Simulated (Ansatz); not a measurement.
**Data sheet: NbRh (DFT)**

NbRh:
```cif
data_Nb2Rh2
_chemical_formula_sum 'Nb2 Rh2'
_space_group_name_H-M_alt 'Pmma'
_space_group_IT_number 51
_space_group_name_Hall '-P 2a 2a'
_cell_length_a 4.57662
_cell_length_b 2.81151
_cell_length_c 4.88959
_cell_angle_alpha 90.000
_cell_angle_beta 90.000
_cell_angle_gamma 90.000
loop_
_atom_site_label
_atom_site_type_symbol
_atom_site_symmetry_multiplicity
_atom_site_Wyckoff_symbol
_atom_site_fract_x
_atom_site_fract_y
_atom_site_fract_z
_atom_site_occupancy
Nb1 Nb 2 e 0.25000 0.00000 0.19956 1
Rh1 Rh 2 f 0.25000 0.50000 0.68890 1
```

Space group Pmma (No. 51); conventional cell a = 4.577 Å, b = 2.812 Å, c = 4.890 Å, α = 90.00°, β = 90.00°, γ = 90.00°.

Method: plane-wave PAW r²SCAN (Ansatz code). The cell and atoms are relaxed at this level. Other levels are named where they apply.

Cell and energy:

* **Volume per atom**: 15.73 Å³
* **Density**: 10.34 g/cm³
* **Formation energy from the elements (no fitted shifts)**: -0.43 eV/atom

Electronic structure:

- Electronic character: metallic (no gap)
- Density of states at the Fermi level: 0.93 states/eV per atom (mean over ±0.08 eV)
- Gap with spin–orbit coupling: none (metallic)

Mechanics:

* **Bulk modulus (Birch–Murnaghan fit)**: 228 GPa
* **Pressure derivative B′**: 4.4

Charges:

- Bader charges: Nb +1.09, Rh -1.09 e

The workflow started from an entry of the Crystallography Open Database (COD), which files this formula under 2 space groups. Whether it is the stable phase at ambient conditions was not checked. The r²SCAN relaxation kept the symmetry of its start; whether a distortion lowers the energy is not shown. The run is not spin-polarised. Axis ratios of metals converge slowly with the k-mesh, so a and c are less sure than the volume. The references are the lowest solids computed at this level, not always the standard phases. Spin–orbit coupling is left out wherever it is not named.

Potentials: the later of the program's two PAW sets.
